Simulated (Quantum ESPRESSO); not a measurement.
```cif
data_O4Sn2
_chemical_formula_sum 'O4 Sn2'
_space_group_name_H-M_alt 'P 1'
_space_group_IT_number 1
_cell_length_a 4.76648
_cell_length_b 4.76648
_cell_length_c 3.21206
_cell_angle_alpha 90.000
_cell_angle_beta 90.000
_cell_angle_gamma 90.000
loop_
_space_group_symop_operation_xyz
  'x, y, z'
loop_
_atom_site_label
_atom_site_type_symbol
_atom_site_fract_x
_atom_site_fract_y
_atom_site_fract_z
_atom_site_occupancy
O1 O 0.80630 0.80630 0.50000 1
O2 O 0.19370 0.19370 0.50000 1
O3 O 0.30630 0.69370 0.00000 1
O4 O 0.69370 0.30630 0.00000 1
Sn1 Sn 0.00000 0.00000 0.00000 1
Sn2 Sn 0.50000 0.50000 0.50000 1
```

Cell and atoms were relaxed with PBEsol from Materials Project entry mp-550172, within its symmetry.

Question: What does PBE (stringent potentials; pw.x of Quantum ESPRESSO, ONCV potentials, without SOC) give for the electronic structure near the Fermi level?

Answer: The PBE gap is direct, 1.03 eV at Γ. Spin-orbit splittings are left out.
